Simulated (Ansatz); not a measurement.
TiAl$_{3}$:
```
CELL_PARAMETERS angstrom
      2.75365     0.00000     0.00000
      0.00000     4.63397     0.00000
      0.00000     0.00000     4.84798
ATOMIC_POSITIONS crystal
  Ti 0.00000 0.50000 0.16292
  Al 0.50000 0.50000 0.66376
  Al 0.50000 0.00000 0.33278
  Al 0.00000 0.00000 0.84054
```

Relaxed with LDA. Special points in fractions of this cell's reciprocal vectors: Γ (0.000, 0.000, 0.000); X (0.500, 0.000, 0.000); S (0.500, 0.500, 0.000); Y (0.000, 0.500, 0.000); Z (0.000, 0.000, 0.500); U (0.500, 0.000, 0.500); R (0.500, 0.500, 0.500); T (0.000, 0.500, 0.500).

Problem. List the band energies nearest the Fermi level at these points for LDA in the plane-wave PAW code Ansatz.

Solution. In eV from the Fermi level; about four levels below and three above (degenerate sets whole), none deeper than 8.9 eV; points with the same levels are listed once.

```csv
k,below,above
Γ,-3.58 -2.69 -0.88 -0.45,2.58 2.66 2.74
X,-5.61 -5.61 -2.21 -1.98 -1.79,0.49 0.68 0.87
S,-3.15 -1.75 -0.48 -0.24,0.85 1.20 1.41
Y,-3.25 -2.02 -1.53 -0.21,2.52 2.59 2.77
Z,-2.33 -2.19 -1.08 -0.35,2.36 2.49 2.67
U,-3.35 -1.38 -0.14 -0.13,0.62 1.32 2.03
R,-2.73 -2.69 -0.55 -0.15,1.10 2.20 2.46
T,-7.17 -4.85 -0.23 -0.09,0.73 2.52 2.54
```

Space group Pmm2. The first step of the workflow began from a Materials Project structure, measured or hypothetical; the Crystallography Open Database copy checked does not list it. With Ti and Al taken as one species the cell has the higher symmetry P6_3/mmc, so it may be an ordered model of a mixed-site phase. Whether it is the stable phase at ambient conditions was not checked. Symmetry was held in the LDA relaxation; its stability against distortions is not shown here. No spin polarisation was allowed.

Potentials: the later of the program's two PAW sets.
